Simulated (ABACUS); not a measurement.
Worked example: self-consistent single point of GeRh (Pnma, 8 atoms in the cell; from Materials Project mp-22239, changed as shown) in ABACUS.

Computed with ABACUS 3.10.1 with LDA (PW92), numerical atomic orbitals TZDP (confined pseudo-atomic orbitals with Gaussian additions; energy shift 0.01 Ry), PseudoDojo 0.4 standard norm-conserving LDA (tails mended) pseudopotentials.

The change in words: lattice scaled by 1.02. Reference geometry (Pnma):
```xyz
8
Lattice="5.6727 0.0000 0.0000 0.0000 3.2939 0.0000 0.0000 0.0000 6.4575" Properties=species:S:1:pos:R:3 pbc="T T T"
Ge     4.5850     2.4704     2.8182
Ge     1.0877     0.8235     3.6393
Ge     3.9240     0.8235     6.0470
Ge     1.7487     2.4704     0.4105
Rh     5.6468     2.4704     5.1442
Rh     0.0259     0.8235     1.3133
Rh     2.8622     0.8235     1.9154
Rh     2.8105     2.4704     4.5421
```

Reference input (self-consistent single point, DFT, LDA (PW92), numerical atomic orbitals TZDP (confined pseudo-atomic orbitals with Gaussian additions; energy shift 0.01 Ry), PseudoDojo 0.4 standard norm-conserving LDA (tails mended) pseudopotentials): basis = TZDP numerical atomic orbitals, energy shift 0.01 Ry; KPT = Gamma 4 6 4 0 0 0; basis_type = lcao; dft_functional = PWLDA; ecutwfc = 100 Ry; smearing_method = fd; smearing_sigma = 0.00734986 Ry; potentials = PseudoDojo 0.4 standard norm-conserving LDA (tails mended); symmetry = 1; symmetry_prec = 1e-05; ks_solver = scalapack_gvx; scf_nmax = 100. This run's input differs from it in these lines:

```diff
@@ -34,5 +34,5 @@
 LATTICE_VECTORS
-   5.6727000000    0.0000000000    0.0000000000
-   0.0000000000    3.2939100000    0.0000000000
-   0.0000000000    0.0000000000    6.4575000000
+   5.7861540000    0.0000000000    0.0000000000
+   0.0000000000    3.3597880000    0.0000000000
+   0.0000000000    0.0000000000    6.5866500000
 
@@ -44,6 +44,6 @@
 4
-   8.6644254657    4.6684408344    5.3257144619
-   2.0554239215    1.5561469448    6.8771919879
-   7.4153486151    1.5561469448   11.4271676868
-   3.3045007721    4.6684408344    0.7757387630
+   8.8377139750    4.7618093676    5.4322287511
+   2.0965323999    1.5872697892    7.0147358277
+   7.5636555874    1.5872697892   11.6557110405
+   3.3705907875    4.7618093676    0.7912535383
 
@@ -52,6 +52,6 @@
 4
-  10.6709668740    4.6684408344    9.7210793360
-   0.0488825132    1.5561469448    2.4818271138
-   5.4088072068    1.5561469448    3.6196261111
-   5.3110421804    4.6684408344    8.5832803386
+  10.8843862114    4.7618093676    9.9155009227
+   0.0498601635    1.5872697892    2.5314636560
+   5.5169833509    1.5872697892    3.6920186334
+   5.4172630240    4.7618093676    8.7549459454
 # file: KPT
```

Output, abridged:

```
 SELF-CONSISTENT
 -------------------------------------------

                  longest orb rcut (Bohr) = 7.6
   longest nonlocal projector rcut (Bohr) = 1.94
                     search radius (Bohr) = 19.1

                          real space grid = [ 72, 45, 80 ]

                                 init_chg = atomic

 LCAO ALGORITHM --------------- ION=   1  ELEC=   1--------------------------------

 Density error is 0.0438933008729
 E_KohnSham     -1652.5197893232     -22483.6851925550
 E_Fermi        1.2260349441         16.6810611863

 LCAO ALGORITHM --------------- ION=   1  ELEC=   2--------------------------------

   [... lines left out ...]

   [... 6 blocks of this kind left out ...]

 LCAO ALGORITHM --------------- ION=   1  ELEC=   9--------------------------------

 Density error is 4.47770577677e-07
 E_KohnSham     -1652.7139371762     -22486.3267096102
 E_Fermi        1.1831878112         16.0980960371

 LCAO ALGORITHM --------------- ION=   1  ELEC=  10--------------------------------

 Density error is 5.5214091205e-08
 E_KohnSham     -1652.7139371763     -22486.3267096112
 E_KS(sigma->0) -1652.7086185778     -22486.2543463673
 E_entropy(-TS) -0.0106371968        -0.1447264877
 E_Fermi        1.1831873938         16.0980903571
 charge density convergence is achieved
 final etot is -22486.32671 eV
 EFERMI = 16.098090357 eV

 STATE ENERGY(eV) AND OCCUPATIONS    NSPIN == 1
   [... 72 lines left out ...]

 TOTAL-FORCE (eV/Angstrom)
                       Ge1        -0.2321106786         0.0000000000        -0.1491359172
                       Ge2         0.2321106786         0.0000000000         0.1491359172
                       Ge3         0.2321106786         0.0000000000        -0.1491359172
                       Ge4        -0.2321106786         0.0000000000         0.1491359172
                       Rh1         0.0742431167         0.0000000000        -0.1268210385
                       Rh2        -0.0742431167         0.0000000000         0.1268210385
                       Rh3        -0.0742431167         0.0000000000        -0.1268210385
   [... lines left out ...]

 TOTAL-STRESS (KBAR)
      -166.3792251830         0.0000000000         0.0000000000
         0.0000000000      -126.9200635502         0.0000000000
         0.0000000000         0.0000000000      -162.8420562672
 TOTAL-PRESSURE: -152.047115 KBAR

 --------------------------------------------
 !FINAL_ETOT_IS -22486.3267096112067520 eV
 --------------------------------------------
```

The run converged in 10 iterations. Against the reference run the free energy goes up by 63.1 meV/atom, the pressure goes from -6.11 to -15.20 GPa and the largest force goes from 0.178 to 0.276 eV/Å.

The atom-centred basis is finite, which shifts total energies, pressures and forces against plane waves. The structure comes from a collection of computed structures, made at another level of theory; the collection holds predicted forms beside known ones. No clean gap shows at this smearing width and mesh (spacing up to 0.31 Å⁻¹); the mesh is coarse for partly filled bands, so the values carry mesh errors.

Cost on one core: about 3 core-minutes (a rough figure).

The atomic orbitals were generated for these runs; they are not ABACUS's published sets and were checked against plane waves on a few crystals only.

“Tails mended”: in these copies of the files the far tail of each local potential was reset to the Coulomb form.
